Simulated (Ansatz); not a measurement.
Starting cell, Pt (fcc, Cu type):

```yaml
crystal:
  lattice:
    - [3.97027, 0.00000, 0.00000]
    - [0.00000, 3.97027, 0.00000]
    - [0.00000, 0.00000, 3.97027]
  atoms:
    - { symbol: Pt, position: [0.00000, 0.00000, 0.00000] }
    - { symbol: Pt, position: [0.50000, 0.50000, 0.00000] }
    - { symbol: Pt, position: [0.50000, 0.00000, 0.50000] }
    - { symbol: Pt, position: [0.00000, 0.50000, 0.50000] }
```

Scan: atom 1 (Pt, nearest neighbour Pt at 2.807 Å; its periodic images, 4.0 Å or more away, move with it) is displaced along Cartesian x, direction (1.000, 0.000, 0.000) in Cartesian axes, by s. The other atoms stay.

These are PBE (plane waves to 420 eV, PAW, scalar-relativistic; Ansatz, a first-principles code) values and carry that method's errors. k mesh 10×10×10 (Γ-centred), Fermi-Dirac smearing 0.05 eV. Energies are smeared free energies. Stress and pressure are positive under compression. With partly filled bands, energies and forces of such displacements shift with the k mesh and the smearing. Pt is run without spin polarisation. Pt was relaxed with its symmetry unable to fall. Spin-orbit coupling is left out, though Pt is heavy. The zero of ΔE is the undisplaced structure.

```
s (Å)      P (GPa)  ΔE (eV/cell)
------  ----------  ------------
-0.560        20.9         1.882
-0.448        13.3    (withheld)
-0.336         7.5         0.648
-0.224  (withheld)         0.284
-0.112         0.8         0.071
0.000          0.0         0.000
0.112          0.8         0.071
0.224   (withheld)         0.284
0.336          7.5         0.648
0.448         13.3    (withheld)
0.560         20.9         1.882
```

Task: Some entries are withheld; supply them.

Result: 
- -0.448, ΔE (eV/cell): 1.178
- -0.224, P (GPa): 3.3
- 0.224, P (GPa): 3.3
- 0.448, ΔE (eV/cell): 1.178

(A displaced cell: forces are minus the slopes of the energy, force constants its curvatures, and phonons follow from these.)
